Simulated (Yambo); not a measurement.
G0W0@LDA for TlAlF4 (space group P4/mmm, No. 123) in Yambo. Reference settings: 4×4×2 Γ-centred k mesh, 160 bands and a 8 Ry block in the screening, 160 bands in G with the Bruneval-Gonze terminator, plasmon pole fitted at 27.2 eV. The LDA gap R → X on this mesh is 4.11 eV; G0W0 gaps are taken between the same points.

The settings were changed. The gap went from 6.96 eV to 7.40 eV, and the shift of the valence edge from -1.85 eV to -2.01 eV.

Question: What was changed between the two runs?
(A) 41 bands in W, 41 bands in G, 2 Ry block
(B) 41 bands in W, 41 bands in G, 5 Ry block
(C) 41 bands in W, 41 bands in G, 6 Ry block
(D) 41 bands in W, 41 bands in G, 3 Ry block

Answer: A, 41 bands in W, 41 bands in G, 2 Ry block. The others gave (gap, valence shift): 41 bands in W, 41 bands in G, 3 Ry block: 7.30, -1.86 eV; 41 bands in W, 41 bands in G, 5 Ry block: 7.17, -1.64 eV; 41 bands in W, 41 bands in G, 6 Ry block: 7.13, -1.59 eV.

The standard potential for Tl keeps a d shell in the valence without the s and p states of that shell. In tests on such compounds this moved G0W0 gaps by up to about 0.9 eV, so absolute quasiparticle energies here are unreliable; differences between settings are what counts.

Spin-orbit coupling is not included.

Geometry of the Materials Project entry, not relaxed at this level; primitive cell a = b = 3.636 Å, c = 6.306 Å, α = β = γ = 90.00°.

A shift is the quasiparticle energy of the state minus its LDA energy.
